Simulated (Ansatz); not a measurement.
Task: Each is relaxed and computed with DFT-r²SCAN in the program Ansatz with PAW potentials. Which is the only one with a gap?
A) La4H9, I4/mmm (La on 4e, La on 4c, H on 16m, H on 2a)
B) TiH2, I4/mmm (H on 4d, Ti on 2a)
C) KAs2Rh2, I4/mmm (K on 2a, As on 4e, Rh on 4d)
D) K2MgH4, I4/mmm (K on 4e, Mg on 2a, H on 4c, H on 4e)

Result: D, K2MgH4, I4/mmm (K on 4e, Mg on 2a, H on 4c, H on 4e). K2MgH4: gap 4.03 eV (indirect); La4H9: metal; TiH2: metal; KAs2Rh2: metal. Standing as an ambient phase not checked: K2MgH4, I4/mmm (K on 4e, Mg on 2a, H on 4c, H on 4e); La4H9, I4/mmm (La on 4e, La on 4c, H on 16m, H on 2a); TiH2, I4/mmm (H on 4d, Ti on 2a); KAs2Rh2, I4/mmm (K on 2a, As on 4e, Rh on 4d). All cells were relaxed under the symmetry of their starts (and spin orders); stability against distortions was not tested throughout. Rows with no word on spin ran without spin polarisation. Spin–orbit coupling is left out wherever it is not named.

Potentials: the later of the program's two PAW sets.
